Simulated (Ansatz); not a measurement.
A: CdSe (wurtzite), a = b = 4.383 Å, c = 7.155 Å, α = β = 90.00°, γ = 120.00°
B: ZnO (wurtzite), a = b = 3.280 Å, c = 5.294 Å, α = β = 90.00°, γ = 120.00°
C: WC (WC type, space group P-6m2), a = b = 2.9220 Å, c = 2.8473 Å, α = β = 90.00°, γ = 120.00°
D: TiO2 (rutile), a = 4.644 Å, b = 4.644 Å, c = 2.964 Å, α = 90.00°, β = 90.00°, γ = 90.00°

Scan: energy over volume and axial ratio (atoms clamped). All come from one method, each on a k mesh of its own. All were relaxed with their symmetry unable to fall. Spin-orbit coupling is left out. The PAW data are Ansatz's earlier set. TiO2 is run without spin polarisation. WC is run without spin polarisation.

**Question.** Order them by modulus against c/a change at fixed volume, (3/4V)·∂²E/∂(ln c/a)² (fitted) (highest first) at the level PBE (plane waves to 420 eV, PAW, scalar-relativistic; Ansatz, a first-principles code).

**Answer.** C (355 GPa), D (130 GPa), B (100 GPa), A (38 GPa)

(A scan under strain: stresses follow from slopes of the energy per volume, elastic moduli from its curvatures.)
